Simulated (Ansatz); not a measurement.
Ta$_{2}$O$_{5}$ in space group Cmmm (No. 65; Ta on 4i, O on 4j, O on 4i, O on 2a), r²SCAN (plane waves, PAW; program Ansatz). The conduction-band minimum lies at B, with 1 equivalent valley. Second derivatives d²E/dk² of the lowest band at one valley (eV·Å²), along Cartesian directions:

| direction | d²E/dk² |
|---|---|
| [100] | 21.67 |
| [010] | 30.96 |
| [001] | 0.7281 |
| [110] | 26.31 |
| [101] | 11.20 |
| [011] | 15.85 |

**Question.** Find the principal effective masses, the density-of-states mass and the conductivity mass.

**Answer.** Off-diagonal terms follow from H_xy = H[110] − (H_xx + H_yy)/2, and m*/mₑ = 7.620 eV·Å² over each eigenvalue: 0.25, 0.35, 10. One valley's DOS mass (m₁m₂m₃)^(1/3) = 0.97, conductivity mass 3/(Σ 1/mᵢ) = 0.43 mₑ.

**Question.** What effective density of states Nc follows at 300 K for parabolic valleys?

**Answer.** Nc = 2.509e19 × 1 × (0.97)^(3/2) ≈ 2.4e19 cm⁻³.

The first step of the workflow began from a Materials Project structure, measured or hypothetical; the Crystallography Open Database copy checked does not list it. COD files the formula under space group No. 49. Its standing as an ambient phase is unchecked. The r²SCAN relaxation kept the symmetry of its start; phonons show weakly imaginary modes. No spin polarisation was allowed. Point labels and valley counts follow the cell and symmetry of the run, lower than the named group. Scalar-relativistic: spin–orbit coupling is off unless named, which matters more the heavier the elements.

Potentials: the earlier of the program's two PAW sets.

Edges and masses are those of Kohn–Sham bands, whose gap is no quasiparticle gap.
